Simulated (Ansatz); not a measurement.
GaSb built on the zincblende prototype, relaxed with r2SCAN, was run in Ansatz 0.2.0 under altered settings. All numbers are computed, without spin polarisation but where a row says otherwise.

```yaml
crystal:
  lattice:
    - [0.00000, 3.06588, 3.06588]
    - [3.06588, 0.00000, 3.06588]
    - [3.06588, 3.06588, 0.00000]
  atoms:
    - { symbol: Ga, position: [0.00000, 0.00000, 0.00000] }
    - { symbol: Sb, position: [0.25000, 0.25000, 0.25000] }
```

The base run's other keys:
```yaml
kpoints:
  mp_grid: { grid: [4, 4, 4] }
hamiltonian:
  xc: hse06
scf:
  occupations: { method: fermi_dirac, width: 0.02 }
  n_extra_bands: 4
```

It takes 15 iterations with 1139 plane waves at 420 eV and 8 k points, and leaves a mean stress of +0.41 GPa. The gap over this mesh is 0.827 eV. It ran on 4 threads of Arm Neoverse N1, on a shared host.

Outcomes, with energy and stress as changes against the base:

| setting | outcome | ΔF (meV/atom) | Δ mean stress (GPa) | gap on the mesh (eV) | iterations | wall time |
| --- | --- | --- | --- | --- | --- | --- |
| PBE hybrid, exx coeff 0.75, unscreened | converged | – | -3.3 | 4.615 | 27 | 16 s |
| PBE hybrid, exx coeff 0.1, omega 0.1 1/Å | converged | – | +0.9 | 0.408 | 14 | 12 s |
| PBE hybrid, exx coeff 0.1, unscreened | converged | – | +0.9 | 0.549 | 17 | 12 s |
| PBE hybrid, exx coeff 0.5, omega 0.3 1/Å | converged | – | -1.0 | 1.436 | 20 | 15 s |
| hamiltonian.dispersion: d3bj | converged | -446 | -2.5 | 0.827 | 15 | 13 s |

A dash marks a value that wasn't obtained or can't be compared. Stress is positive in compression. The base took 13 s.

- PBE hybrid, exx coeff 0.75, unscreened. That is 75 % exact exchange, at all ranges, against HSE06's 25 % screened at 0.208 1/Å. The mean stress moves by -3.3 GPa and the gap on the mesh by +3.788 eV (to 4.615). Totals of different functionals aren't comparable.
- PBE hybrid, exx coeff 0.1, omega 0.1 1/Å. That is 10 % exact exchange, screened with ω = 0.1 1/Å, against HSE06's 25 % screened at 0.208 1/Å. The mean stress moves by +0.9 GPa and the gap on the mesh by -0.419 eV (to 0.408). Totals of different functionals aren't comparable. The program warns that on this mesh the truncation of the exchange isn't bounded, so part of the change can be an error of the mesh.
- PBE hybrid, exx coeff 0.5, omega 0.3 1/Å. That is 50 % exact exchange, screened with ω = 0.3 1/Å, against HSE06's 25 % screened at 0.208 1/Å. The mean stress moves by -1.0 GPa and the gap on the mesh by +0.609 eV (to 1.436). Totals of different functionals aren't comparable.
- hamiltonian.dispersion: d3bj. The free energy moves by -446 meV an atom, the mean stress by -2.5 GPa and the gap on the mesh by 0.000 eV (to 0.827). A pairwise correction adds to energy, forces and stress and leaves the bands alone.

Spin-orbit coupling is left out, which matters wherever the heavy atoms make up the band edges.

The stress of a hybrid is loosely converged in these runs.

The meshes of the hybrids are coarse, so their gaps aren't converged to the digits shown.
